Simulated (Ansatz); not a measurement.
Ge3N4:
```cif
data_Ge6N8
_chemical_formula_sum 'Ge6 N8'
_space_group_name_H-M_alt 'P 1'
_space_group_IT_number 1
_cell_length_a 5.82037
_cell_length_b 5.82037
_cell_length_c 5.82037
_cell_angle_alpha 60.000
_cell_angle_beta 60.000
_cell_angle_gamma 60.000
loop_
_space_group_symop_operation_xyz
  'x, y, z'
loop_
_atom_site_label
_atom_site_type_symbol
_atom_site_fract_x
_atom_site_fract_y
_atom_site_fract_z
_atom_site_occupancy
Ge1 Ge 0.62500 0.62500 0.62500 1
Ge2 Ge 0.12500 0.62500 0.62500 1
Ge3 Ge 0.62500 0.12500 0.62500 1
Ge4 Ge 0.62500 0.62500 0.12500 1
Ge5 Ge 0.25000 0.25000 0.25000 1
Ge6 Ge 0.00000 0.00000 0.00000 1
N1 N 0.86688 0.86688 0.86688 1
N2 N 0.39935 0.86688 0.86688 1
N3 N 0.86688 0.39935 0.86688 1
N4 N 0.86688 0.86688 0.39935 1
N5 N 0.38312 0.38312 0.38312 1
N6 N 0.85065 0.38312 0.38312 1
N7 N 0.38312 0.85065 0.38312 1
N8 N 0.38312 0.38312 0.85065 1
```

Relaxed with PBEsol.

Problem. Which orbitals make up the states near the band edges in PBEsol in the plane-wave PAW code Ansatz?

Solution. Top 1 eV of the valence band: N 2p 94 %. Bottom 1 eV of the conduction band: Ge 4s 32 %, Ge 4p 28 %, N 2p 20 %, N 2s 15 %, outside the projected shells 5 %. Projections are on Löwdin-orthogonalised atomic valence shells; empty p or d shells of many metals are not among them.

Problem. Tabulate the density of states.

Solution. States/eV per cell of 14 atoms, in 0.25 eV bins, energy from the valence-band maximum.

| E (eV) | total | N 2p | Ge 4p | Ge 4s |
|---|---|---|---|---|
| -7.86 | 3.75 | 1.86 | 0.34 | 1.12 |
| -7.61 | 3.40 | 1.68 | 0.31 | 0.98 |
| -7.36 | 3.03 | 1.52 | 0.32 | 0.79 |
| -7.11 | 2.91 | 1.49 | 0.40 | 0.62 |
| -6.86 | 1.27 | 0.67 | 0.16 | 0.27 |
| -6.61 | 1.96 | 1.06 | 0.31 | 0.36 |
| -6.36 | 2.86 | 1.64 | 0.62 | 0.35 |
| -6.11 | 4.26 | 2.56 | 1.21 | 0.23 |
| -5.86 | 6.09 | 3.71 | 1.74 | 0.25 |
| -5.61 | 6.20 | 3.76 | 1.58 | 0.37 |
| -5.36 | 4.74 | 2.92 | 1.19 | 0.26 |
| -5.11 | 3.81 | 2.34 | 0.83 | 0.31 |
| -4.86 | 3.59 | 2.26 | 0.85 | 0.22 |
| -4.61 | 6.21 | 3.99 | 1.59 | 0.30 |
| -4.36 | 6.72 | 4.45 | 1.79 | 0.18 |
| -4.11 | 4.15 | 2.77 | 1.00 | 0.16 |
| -3.86 | 3.32 | 2.23 | 0.71 | 0.17 |
| -3.61 | 4.74 | 3.29 | 1.04 | 0.18 |
| -3.36 | 6.35 | 4.49 | 1.36 | 0.18 |
| -3.11 | 8.64 | 6.17 | 1.82 | 0.21 |
| -2.86 | 7.20 | 5.23 | 1.53 | 0.15 |
| -2.61 | 5.37 | 4.01 | 1.00 | 0.11 |
| -2.36 | 2.09 | 1.60 | 0.30 | 0.05 |
| -2.11 | 7.70 | 6.16 | 1.11 | 0.09 |
| -1.86 | 9.11 | 7.50 | 1.04 | 0.12 |
| -1.61 | 7.31 | 6.08 | 0.79 | 0.10 |
| -1.36 | 6.33 | 5.33 | 0.61 | 0.07 |
| -1.11 | 7.83 | 6.80 | 0.64 | 0.04 |
| -0.86 | 7.07 | 6.26 | 0.51 | 0.02 |
| -0.61 | 6.60 | 6.15 | 0.23 | 0.01 |
| -0.36 | 6.56 | 6.27 | 0.10 | 0.01 |
| -0.11 | 8.81 | 8.55 | 0.05 | 0.01 |
| 0.14 | 0.00 | 0.00 | 0.00 | 0.00 |
| 0.39 | 0.00 | 0.00 | 0.00 | 0.00 |
| 0.64 | 0.00 | 0.00 | 0.00 | 0.00 |
| 0.89 | 0.00 | 0.00 | 0.00 | 0.00 |
| 1.14 | 0.00 | 0.00 | 0.00 | 0.00 |
| 1.39 | 0.00 | 0.00 | 0.00 | 0.00 |
| 1.64 | 0.00 | 0.00 | 0.00 | 0.00 |
| 1.89 | 0.00 | 0.00 | 0.00 | 0.00 |
| 2.14 | 0.06 | 0.01 | 0.02 | 0.02 |
| 2.39 | 0.38 | 0.07 | 0.12 | 0.12 |
| 2.64 | 0.69 | 0.13 | 0.19 | 0.22 |
| 2.89 | 0.96 | 0.19 | 0.26 | 0.31 |
| 3.14 | 1.32 | 0.28 | 0.34 | 0.42 |
| 3.39 | 1.72 | 0.38 | 0.42 | 0.55 |
| 3.64 | 2.25 | 0.51 | 0.53 | 0.72 |
| 3.89 | 2.83 | 0.68 | 0.63 | 0.91 |
| 4.14 | 3.63 | 0.92 | 0.75 | 1.19 |
| 4.39 | 4.02 | 1.12 | 0.77 | 1.33 |
| 4.64 | 4.69 | 1.42 | 0.81 | 1.59 |
| 4.89 | 5.62 | 1.86 | 0.80 | 1.99 |
| 5.14 | 4.19 | 1.41 | 0.62 | 1.47 |
| 5.39 | 4.14 | 1.41 | 0.67 | 1.43 |
| 5.64 | 5.66 | 1.81 | 1.12 | 1.83 |
| 5.89 | 6.54 | 1.87 | 1.36 | 2.13 |
| 6.14 | 4.32 | 1.11 | 1.32 | 1.05 |
| 6.39 | 4.64 | 0.98 | 2.01 | 0.59 |
| 6.64 | 4.10 | 0.70 | 1.95 | 0.40 |
| 6.89 | 2.10 | 0.39 | 1.00 | 0.19 |

Space group Fd-3m. The cell was relaxed with PBEsol under the symmetry of its start. Scalar-relativistic: spin–orbit coupling is off unless named, which matters more the heavier the elements.

Potentials: the later of the program's two PAW sets.
